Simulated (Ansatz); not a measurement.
BN (zinc blende, F-43m), DFT-LDA in the program Ansatz with PAW potentials. The conduction-band minimum lies at X, with 3 equivalent valleys. Second derivatives d²E/dk² of the lowest band at one valley (eV·Å²), along Cartesian directions:

```csv
direction,d²E/dk²
[100],8.507
[010],25.62
[001],25.62
[110],17.06
[101],17.06
[011],25.61
```

Q: Find the principal effective masses, the density-of-states mass and the conductivity mass.

A: Off-diagonal terms follow from H_xy = H[110] − (H_xx + H_yy)/2, and m*/mₑ = 7.620 eV·Å² over each eigenvalue: 0.30, 0.30, 0.90. One valley's DOS mass (m₁m₂m₃)^(1/3) = 0.43, conductivity mass 3/(Σ 1/mᵢ) = 0.38 mₑ.

Q: What effective density of states Nc follows at 300 K for parabolic valleys?

A: Nc = 2.509e19 × 3 × (0.43)^(3/2) ≈ 2.1e19 cm⁻³.

Q: With the computed static dielectric constant 6.74 (mean of the diagonal), estimate a hydrogenic donor's binding energy and radius.

A: E = 13.606 eV × 0.38/6.74² ≈ 110 meV; a = 0.529 Å × ε/m* ≈ 9.4 Å. Semilocal masses tend to be too small where the gap is.

Q: With ε∞ = 4.57 and ω_LO = 1298 cm⁻¹, what Fröhlich coupling constant follows?

A: α = (1/ε∞ − 1/ε0) √(m* × 13.606 eV/ħω_LO) = 0.40.

The cell was relaxed with LDA under the symmetry of its start; phonons on a q-mesh show no instability.

Potentials: the later of the program's two PAW sets.
